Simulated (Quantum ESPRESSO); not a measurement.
Inputs of pw.x and gipaw.x (a modified build of Quantum ESPRESSO, PBE) for KBr; the starting potential comes from an earlier run on another mesh:

```
&CONTROL
  calculation = 'scf'
  prefix = 'x'
  pseudo_dir = './pseudo'
  outdir = './out'
  tprnfor = .true.
/
&SYSTEM
  ibrav = 0
  nat = 2
  ntyp = 2
  ecutwfc = 40
  ecutrho = 160
  occupations = 'fixed'
  nbnd = 8
/
&ELECTRONS
  conv_thr = 1e-11
  startingpot = 'file'
/
ATOMIC_SPECIES
K 39.098 K.GGA_PBE-JTH.UPF
Br 79.904 Br.GGA_PBE-JTH.UPF
CELL_PARAMETERS angstrom
   -0.000000000000     3.278067300000     3.327485400000
    3.278067300000    -0.000000000000     3.327485400000
    3.278067300000     3.278067300000     0.000000000000
ATOMIC_POSITIONS crystal
K      0.000000000000     0.000000000000     0.000000000000
Br     0.500000000000     0.500000000000     0.500000000000
K_POINTS automatic
4 4 4 1 1 1
```

```
&INPUTGIPAW
  job = 'nmr'
  prefix = 'x'
  tmp_dir = './out/'
  restart_mode = 'from_scratch'
  pawproj(1) = .true.
  pawproj(2) = .true.
  use_nmr_macroscopic_shape = .false.
/
```

The cell was made here from a computed Materials Project entry: strained by +1 % along the cube axis and by -0.5 % across it, atoms relaxed (PBE without dispersion, pw.x of Quantum ESPRESSO, symmetry kept). The parent is KBr in Fm-3m. Stability against distortions was not tested.

**Question.** Give the final section of the GIPAW output.

**Answer.** 
```
     f-sum rule (should be   -16.3152):
           -16.3153          0.0000         -0.0000
             0.0000        -16.3153         -0.0000
            -0.0000         -0.0000        -16.3154

     Total NMR chemical shifts in ppm: ---------------------------------------
     (adopting the Simpson convention for anisotropy and asymmetry)-----------

     Atom  1  K   pos: (  0.000000  0.000000  0.000000)  Total sigma:        1141.60
          1144.4669          0.0000         -0.0000
             0.0000       1144.4669          0.0000
            -0.0000          0.0000       1135.8684

     K       1    anisotropy:     -8.60    eta:    0.0000
     K       1    sigma_11=   1144.47
     K       1    sigma_22=   1144.47
     K       1    sigma_33=   1135.87

     Atom  2  Br  pos: (  0.701797  0.701797  0.712377)  Total sigma:        2644.06
          2649.8695          0.0000         -0.0000
             0.0000       2649.8695          0.0000
             0.0000         -0.0000       2632.4328

     Br      2    anisotropy:    -17.44    eta:    0.0000
     Br      2    sigma_11=   2649.87
     Br      2    sigma_22=   2649.87
     Br      2    sigma_33=   2632.43
```
The printed anisotropy is 3/2 (σ_33 − σ_iso) in the program's own order; the axes are left out here. Anisotropies that symmetry doesn't fix are less certain than the isotropic values. Shieldings are absolute and leave out the bulk-susceptibility term; a larger σ means a smaller chemical shift. In our sweeps, cutoffs and meshes of this size left a few ppm, and up to some 20 ppm on atoms from Zn on. Spin–orbit coupling is left out; its weight grows with the heaviest atom, Br here. No d partial waves on Br: the paramagnetic term there is incompletely reconstructed.
